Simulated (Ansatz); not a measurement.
Rb2H4Pt:
```
CELL_PARAMETERS angstrom
      5.86652     0.00000     0.00000
      0.00000     5.86652     0.00000
      0.00000     0.00000     8.41783
ATOMIC_POSITIONS crystal
  Rb 0.00000 0.50000 0.25000
  Rb 0.00000 0.50000 0.75000
  Rb 0.50000 0.00000 0.25000
  Rb 0.50000 0.00000 0.75000
  H  0.50000 0.50000 0.30416
  H  0.50000 0.50000 0.69584
  H  0.00000 0.00000 0.80416
  H  0.00000 0.00000 0.19584
  H  0.30119 0.69881 0.50000
  H  0.69881 0.30119 0.50000
  H  0.80119 0.80119 0.00000
  H  0.19881 0.19881 0.00000
  Pt 0.50000 0.50000 0.50000
  Pt 0.00000 0.00000 0.00000
```

Relaxed with r²SCAN.

Problem. Map the valence electron density (e/Å³), cut off at 1 on the plane through (0.000, 0.500, 0.250) spanned by u = [1, 0, 0] and v = [0, 0, 1] in lattice vectors, from r²SCAN in the plane-wave PAW code Ansatz.

Solution. x is the fraction of u, y of v (the angle between them is 90°; rows are the nearest grid lines); atoms in the plane: Rb at (0.00, 0.00), Rb at (0.00, 0.50), H at (0.50, 0.05), H at (0.50, 0.45), Pt at (0.50, 0.25).
```
|%@@@@+:    .:-==-:.    :+@@@@%|
|@@@@%=.                .=%@@@@|
|@@@@+:.                .:+@@@@|
|==-:.                    .:-==|
|                              |
|                              |
|                              |
|                              |
|...                        ...|
|@@#+:.                  .:+#@@|
|@@@@+:.                .:+@@@@|
|@@@@@+:     ......     :+@@@@@|
|@@@@@+:   ..-*@@*-..   :+@@@@@|
|@@@@+:.   .:=@@@@=:.   .:+@@@@|
|@@#+:.   ..:=#@@#=:..   .:+#@@|
|...     .:-+%@@@@%+-:.     ...|
|       .:-%@@@@@@@@%-:.       |
|       .:+@@@@@@@@@@+:.       |
|       .:=@@@@@@@@@@=:.       |
|       ..:+@@@@@@@@+:..       |
|==-:.    .:-+#@@#+-:.    .:-==|
|@@@@+:.   .:=@@@@=:.   .:+@@@@|
|@@@@%-.   .:=@@@@=:.   .-%@@@@|
|%@@@@+:    .:-==-:.    :+@@@@%|
```
Scale: ten equal steps from 0.002 (start of ' ') to 1.00 (end of '@'), in the order ' .:-=+*#%@'; x runs from 0.000 to 1.00, y from 0.000 (bottom) to 1.00 (top).

The density is the valence pseudo-density with augmentation charge, so density and ELF within about 1 Å of a nucleus are not all-electron values.

Space group P4_2/mnm. The first step of the workflow began from a Materials Project structure, measured or hypothetical; the Crystallography Open Database copy checked does not list it. Its standing as an ambient phase is unchecked. The cell was relaxed with r²SCAN under the symmetry of its start; its stability against distortions is not shown here. The run is not spin-polarised. Spin–orbit coupling is left out wherever it is not named.

Potentials: the later of the program's two PAW sets.
